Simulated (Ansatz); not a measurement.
The elements of this relaxed trial crystal are hidden behind letters.

```
lattice vectors (Å)
   2.8665    0.0000    0.0000
   0.0000    2.8665    0.0000
   0.0000    0.0000   11.4852
fractional positions
X 0.0000 0.0000 0.6252
X 0.0000 0.0000 0.3748
X 0.0000 0.0000 0.1255
X 0.0000 0.0000 0.8745
Z 0.5000 0.5000 0.2499
Z 0.5000 0.5000 0.0000
Z 0.5000 0.5000 0.7501
Q 0.5000 0.5000 0.5000
```

All numbers below come from DFT PBE, scalar-relativistic, plane waves, PAW (Ansatz). The final run on the 8-atom cell used 420 eV, a Γ-centred 14×14×4 mesh, 0.10 eV smearing and collinear spin.

- Space group: P4/mmm (No. 123)
- Conventional cell: a = 2.867 Å, c = 11.485 Å
- Volume per atom: 11.80 Å³
- Density: 5.88 g/cm³
- Energy over the elements: −0.39 eV/atom
- Gap on the 14×14×4 mesh of the 8-atom cell: 0 eV (a metal)
- Net moment per atom: 0.23 μB

Energies are uncorrected and count from the elements' standard states at the same level.

Task: X is a p-block element of period 3, Z is a d-block element of period 4 and Q is a d-block element of period 4. Which elements are they?

Result: X = Al, Z = Fe, Q = Co, so the formula is Al4Fe3Co. Density times volume gives a mean mass of 5.88 × 11.80/1.6605 = 41.8 u per atom, and this set has 41.8 u. Around Al on its first site lie 4 Fe at 2.48 Å, 4 Co at 2.48 Å and 6 Al at 2.86–2.88 Å; Fe on a site of symmetry 4mm has 8 Al at 2.48 Å, 5 Fe at 2.87 Å and 1 Co at 2.87 Å; Co is surrounded by 8 Al at 2.48 Å, 4 Co at 2.87 Å and 2 Fe at 2.87 Å; 2 more sites not described. Other sets within the hints have nearly the same mass, so mass alone doesn't settle it; this one was computed.

Another magnetic order may lie lower. A later test with randomly moved atoms came back to the same energy, though modes that don't fit the test's cell weren't probed.
